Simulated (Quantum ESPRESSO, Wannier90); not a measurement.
Wannier functions of Ta2Si (I4/mcm)

```xyz
6
Lattice="-3.0878 3.0878 2.5236 3.0878 -3.0878 2.5236 3.0878 3.0878 -2.5236" Properties=species:S:1:pos:R:3 pbc="T T T"
Ta     2.0775     1.0103    -2.5236
Ta     1.0103     2.0775     0.0000
Ta     2.0775    -1.0103     0.0000
Ta    -2.0775     1.0103     0.0000
Si     0.0000     0.0000     1.2618
Si     0.0000     0.0000    -1.2618
```

Materials Project entry mp-2783; symmetrised, unrelaxed at this level. Not found in the COD (Crystallography Open Database) copy used; not checked further. Level: PBEsol, no spin polarisation, no spin-orbit coupling; pw.x of Quantum ESPRESSO at 47 Ry with PseudoDojo potentials, 4×4×4 k-points, Wannier90. Density: 8×8×8 mesh, cold smearing 0.01 Ry. Spin-orbit coupling is left out although heavy elements are present.

A tight-binding model is made by disentanglement and projection with no localisation steps (num_iter = 0), so the 44 orbitals stay atom-like: hydrogen-like Ta: s;p;d; Si: s;p, axes along x, y, z; frozen window up to 1.50 eV relative to the Fermi level. It follows pw.x to 41 meV rms for states up to 1.0 eV relative to the Fermi level. Matrix elements depend on this choice of orbitals and windows.

**Question.** Which pairs of orbitals on different sites are coupled most strongly? Give distance, modulus and how many such pairs a cell has.

**Answer.** 
| orbital | orbital | distance of the centres (Å) | modulus (eV) | pairs |
|---|---|---|---|---|
| Si pz | Si pz | 2.52 | 3.00 | 2 |
| Si pz | Si s | 2.52 | 1.89 | 4 |
| Si py | Ta s | 2.62 | 1.69 | 8 |
| Si px | Ta s | 2.62 | 1.69 | 8 |
| Si py | Ta py | 2.75 | 1.67 | 8 |
| Si px | Ta px | 2.75 | 1.67 | 8 |
| Ta px | Ta px | 3.21 | 1.65 | 4 |
| Ta py | Ta py | 3.21 | 1.65 | 4 |
| Ta pz | Ta pz | 3.05 | 1.60 | 4 |
| Ta px | Ta py | 2.84 | 1.39 | 4 |
| Si s | Ta px | 2.75 | 1.37 | 8 |
| Si s | Ta py | 2.75 | 1.37 | 8 |
| Si py | Ta dyz | 2.62 | 1.34 | 8 |
| Si px | Ta dxz | 2.62 | 1.34 | 8 |
| Ta dxy | Ta s | 2.89 | 1.31 | 4 |
| Ta pz | Ta pz | 3.15 | 1.29 | 8 |
| Ta dxy | Ta px | 2.86 | 1.29 | 4 |
| Ta dxy | Ta py | 2.86 | 1.29 | 4 |
| Ta px | Ta s | 2.88 | 1.28 | 4 |
| Ta py | Ta s | 2.88 | 1.28 | 4 |
| Ta pz | Ta s | 2.98 | 1.22 | 8 |
| Si py | Ta pz | 2.66 | 1.21 | 8 |
| Si px | Ta pz | 2.66 | 1.21 | 8 |
| Ta dxy | Ta dxy | 2.87 | 1.21 | 2 |
| Si s | Ta dxz | 2.62 | 1.13 | 8 |
| Si s | Ta dyz | 2.62 | 1.13 | 8 |
| Ta py | Ta py | 2.86 | 1.11 | 2 |
| Ta px | Ta px | 2.86 | 1.11 | 2 |
| Ta dx2-y2 | Ta py | 3.34 | 1.10 | 4 |
| Ta dx2-y2 | Ta px | 3.34 | 1.10 | 4 |
